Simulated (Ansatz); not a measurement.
Trial structure types under relaxation

Method: DFT PBEsol, scalar-relativistic, plane waves, PAW (Ansatz). Settings: cutoff 420 eV, Γ-centred meshes no coarser than 0.19 Å⁻¹ for metals and 0.3 Å⁻¹ for insulators (2π included), Gaussian smearing.

Each formula is placed on the named type at a guessed volume, then cell and atoms relax at zero pressure without lowering the symmetry. Keeping the type says nothing about stability against other structures or lower symmetry. Neighbours of an atom are counted within 25 % of the shortest distance of their pair. The atoms listed around a site end at a clear gap in distance instead, so their number can differ.

Spin–orbit coupling is left out.

(1) Bi on the simple hexagonal type (P6/mmm, No. 191): does the type hold?

(2) Does Bi keep the lonsdaleite type (P6_3/mmc, No. 194)?

(3) Does Bi keep the samarium (9R) type (R-3m, No. 166)?

(4) Bi on the hcp type (P6_3/mmc, No. 194): does the type hold?

Results:

(1) Yes: a = 3.377 Å, c = 3.249 Å. Bi is coordinated by 8 Bi at 3.25–3.38 Å.

(2) Yes: a = 5.375 Å, c = 6.881 Å. Around Bi lie 4 Bi at 3.04–3.13 Å.

(3) Yes: a = 3.458 Å, c = 26.139 Å. Bi on Wyckoff site a (1 atom of the primitive cell) is coordinated by 12 Bi at 3.46–3.55 Å; around Bi on Wyckoff site c (2 atoms of the primitive cell) lie 12 Bi at 3.46–3.55 Å.

(4) Yes: a = 3.479 Å, c = 5.740 Å. Around Bi lie 12 Bi at 3.48–3.50 Å.